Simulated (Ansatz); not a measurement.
A trial cell of Fe was relaxed with PBE (plane waves to 420 eV, PAW, scalar-relativistic; Ansatz, a quantum-chemistry and plane-wave program).

Before: I4/mmm (No. 139), tI2; a = b = 2.8014 Å, c = 3.0122 Å, α = β = γ = 90.00°.

After relaxation:

Simulated powder pattern, Cu Kα, λ = 1.54184 Å (kinematic, ideal powder, no thermal factors, no anomalous dispersion; the 24 strongest lines at most, above 1 %, up to 2θ = 90°):

| 2θ (°) | I/Imax (%) |
|---|---|
| 45.29 | 100 |
| 65.98 | 15 |
| 83.65 | 28 |

Identify the relaxed structure from its pattern: crystal system, space group and cell.

Cubic, Im-3m (No. 229), cI2, bcc (W type); a = b = c = 2.832 Å, α = β = γ = 90.00°. Sites: Fe 2a (0.000, 0.000, 0.000).

Index the strongest lines.

45.29° (110), 65.98° (200), 83.65° (211).

Spin state reached: ferromagnetic (net 2.17 μB/atom), from parallel starting moments; other spin orders were not run from this start.

The run could not lose the symmetry of its start; a randomly shaken copy of 2 atoms returns to this structure.
